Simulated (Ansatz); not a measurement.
TaGaNi6 in space group P4/mmm (No. 123; Pearson symbol tP8), the program Ansatz at the r²SCAN level (PAW), all energies at zero smearing, with the estimated change up to a 700 eV cutoff added, with one set of potentials and settings (totals compare only within such a set). Cell of 8 atoms (1 Ta, 1 Ga, 6 Ni): -48809.089 eV.

| element | reference phase | E (eV/atom) |
|---|---|---|
| Ta | Im-3m, 1 atoms in the cell | -9944.3222 |
| Ga | Cmce, 4 atoms in the cell | -3790.2689 |
| Ni | Fm-3m, 1 atoms in the cell, spin-polarised | -5845.2912 |

Formation energy per atom, worked out: (-48809.089 − 1×(-9944.3222) − 1×(-3790.2689) − 6×(-5845.2912))/8 = -0.344 eV/atom (-33 kJ per mol of atoms), at 0 K, without zero-point energy or fitted corrections.

The workflow started from a Materials Project entry (that database holds measured and hypothetical structures alike); the Crystallography Open Database copy checked does not list it. With Ta and Ga taken as one species the cell has the higher symmetry Pm-3m, so it may be an ordered model of a mixed-site phase. Whether it is the stable phase at ambient conditions was not checked. The r²SCAN relaxation kept the symmetry of its start; its stability against distortions is not shown here. The run is not spin-polarised. The references are the lowest solids computed at this level, not always the standard phases. Scalar-relativistic: spin–orbit coupling is off unless named, which matters more the heavier the elements.

Potentials: the later of the program's two PAW sets.
